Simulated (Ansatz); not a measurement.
This MgZn₃O₃ structure is the end of a relaxation. The cell was found from a structure generator's guess, not taken from experiment.

The calculation used Ansatz, DFT PBE, scalar-relativistic, plane waves, PAW. Cutoff 420 eV, Γ-centred mesh, Gaussian smearing, no spin polarisation.

```
Mg Zn O
1.0
     3.04048    0.00000    0.00000
     0.00000    4.12709    0.00000
     0.00000    0.00000    6.68675
Mg Zn O
1 3 3
Direct
  0.50000 0.00000 0.00000
  0.50000 0.50000 0.29441
  0.50000 0.50000 0.70559
  0.00000 0.00000 0.50000
  0.50000 0.00000 0.28748
  0.00000 0.50000 0.00000
  0.50000 0.00000 0.71252
```

Energies over the elements count from the elements' standard structures at the same level (O₂ as a molecule), with no fitted energy shifts.

Problem. Find its symmetry and describe it.

Solution. Pmmm (No. 47). Conventional cell: a = 3.040 Å, b = 4.127 Å, c = 6.687 Å. Around Mg lie 2 O at 1.92 Å, 4 O at 2.56 Å and 4 Zn at 2.85 Å; around Zn on a site of symmetry mm2 lie 2 O at 2.06 Å, 2 O at 2.49 Å, 5 Zn at 2.75–2.91 Å and 2 Mg at 2.85 Å; around Zn on a site of symmetry mmm lie 4 O at 2.08 Å; O on a site of symmetry mm2 is surrounded by 1 Mg at 1.92 Å and 4 Zn at 2.06–2.08 Å; 1 more site not described.

Problem. How far does it lie from the elements in energy?

Solution. −1.08 eV/atom. A negative formation energy is needed for stability but isn't enough: competing phases decide.

Problem. Is it a metal?

Solution. Yes, bands cross the Fermi level on the 12×10×6 mesh, though with few states there, as in a semimetal.

Problem. From what recipe could a structure generator have reached it?

Solution. One such recipe: 4-connected net, two elements alternating, guests in its cages (Pmmm, No. 47). Other recipes can lead to the same cell.

The last run used a 12×10×6 mesh (in the run's order of axes) for its 7-atom cell and Gaussian smearing of 0.10 eV. A structure relaxed within its symmetry needn't be a true minimum.
